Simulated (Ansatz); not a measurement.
Starting structure of a cell relaxation (symmetry kept):

Space group P6/mmm (No. 191). a = 4.959 Å, b = 4.959 Å, c = 4.052 Å, α = 90.00°, β = 90.00°, γ = 120.00°
| atom | site | symmetry | x | y | z |
| --- | --- | --- | --- | --- | --- |
| Fe | 3f | mmm | 0.5000 | 0.0000 | 0.0000 |
| Ge | 1a | 6/mmm | 0.0000 | 0.0000 | 0.0000 |
| Ge | 2d | -6m2 | 0.3333 | 0.6667 | 0.5000 |

Method: DFT LDA, scalar-relativistic, plane waves, PAW (Ansatz).

Plane waves to 420 eV, a k mesh through Γ of 9×9×10 on the computed 6-atom cell and Gaussian smearing (0.10 eV); collinear spin from starting moments 1.59 1.59 1.59 0 0 0 μB.

Task: What does it relax to?

Result: The volume decreases by 1.04 Å³/atom to 13.35 Å³/atom, and the energy falls by 40.6 meV/atom. The cell ends with a moment of 3.36 μB (only this magnetic start was tried). Final structure:
```cif
data_structure
_symmetry_space_group_name_H-M 'P 1'
_symmetry_Int_Tables_number 1
_cell_length_a 4.8644
_cell_length_b 4.8644
_cell_length_c 3.9077
_cell_angle_alpha 90.000
_cell_angle_beta 90.000
_cell_angle_gamma 120.000
_cell_volume 80.08
loop_
_atom_site_label
_atom_site_type_symbol
_atom_site_fract_x
_atom_site_fract_y
_atom_site_fract_z
_atom_site_occupancy
Fe1 Fe 0.50000 0.00000 0.00000 1
Fe2 Fe 0.50000 0.50000 0.00000 1
Fe3 Fe 0.00000 0.50000 0.00000 1
Ge1 Ge 0.00000 0.00000 0.00000 1
Ge2 Ge 0.33333 0.66667 0.50000 1
Ge3 Ge 0.66667 0.33333 0.50000 1
```

Only parallel moments were tried here.

Cost: 1 run of about 5.7 core-minutes, on Intel Xeon Platinum 8488C (Sapphire Rapids) (shared hosts).